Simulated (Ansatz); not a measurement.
Au (diamond, Fd-3m), a = 6.1642 Å, b = 6.1642 Å, c = 6.1642 Å, α = 90.00°, β = 90.00°, γ = 90.00°; the cell used has 2 atoms.

Relaxed with PBE.

Q: Which orbitals make up the states near the Fermi level in the program Ansatz at the PBE level (PAW)?

A: Within 0.5 eV of the Fermi level: Au 6s 55 %, Au 5d 38 %, outside the projected shells 7 %. Projections are on Löwdin-orthogonalised atomic valence shells; empty p or d shells of many metals are not among them.

Q: Tabulate the density of states.

A: States/eV per cell of 2 atoms, in 0.25 eV bins, energy from the Fermi level.

```tsv
E (eV)	total	Au 5d	Au 6s	Au 5p
-6.00	0.00	0.00	0.00	0.00
-5.75	0.14	0.00	0.14	0.00
-5.50	0.29	0.01	0.27	0.00
-5.25	0.43	0.03	0.39	0.00
-5.00	0.62	0.07	0.54	0.00
-4.75	1.00	0.21	0.78	0.00
-4.50	6.61	5.21	1.37	0.01
-4.25	12.12	10.83	1.24	0.01
-4.00	10.87	10.03	0.79	0.01
-3.75	3.70	3.68	0.01	0.00
-3.50	5.22	5.10	0.09	0.01
-3.25	5.25	4.84	0.37	0.01
-3.00	3.38	3.10	0.25	0.01
-2.75	3.35	3.18	0.13	0.00
-2.50	3.93	3.82	0.08	0.00
-2.25	4.29	4.18	0.06	0.00
-2.00	3.81	3.70	0.06	0.00
-1.75	1.30	1.20	0.08	0.00
-1.50	4.62	4.35	0.22	0.00
-1.25	8.20	7.91	0.23	0.01
-1.00	5.05	4.68	0.32	0.00
-0.75	1.28	0.80	0.43	0.00
-0.50	1.16	0.64	0.49	0.00
-0.25	0.92	0.44	0.45	0.00
0.00	0.79	0.30	0.44	0.00
0.25	0.53	0.13	0.32	0.00
0.50	1.36	0.32	0.89	0.00
0.75	0.83	0.18	0.55	0.00
1.00	0.66	0.13	0.44	0.00
1.25	0.54	0.10	0.36	0.00
1.50	0.47	0.08	0.32	0.00
1.75	0.40	0.06	0.27	0.00
2.00	0.36	0.05	0.24	0.00
2.25	0.32	0.04	0.21	0.00
2.50	0.68	0.04	0.20	0.00
2.75	0.99	0.05	0.19	0.00
3.00	0.87	0.04	0.17	0.00
3.25	0.90	0.04	0.16	0.00
3.50	0.94	0.03	0.15	0.00
3.75	1.08	0.03	0.13	0.00
4.00	1.12	0.03	0.12	0.00
4.25	1.08	0.02	0.11	0.00
4.50	1.05	0.02	0.10	0.00
4.75	1.01	0.02	0.09	0.00
```

The start of the workflow was typed in or built on a structure type; neither database checked (COD, Materials Project) lists it. It is not the phase usual at ambient conditions (space group No. 225). The PBE relaxation kept the symmetry of its start; its stability against distortions is not shown here. Scalar-relativistic: spin–orbit coupling is off unless named, which matters more the heavier the elements.

Potentials: the earlier of the program's two PAW sets.
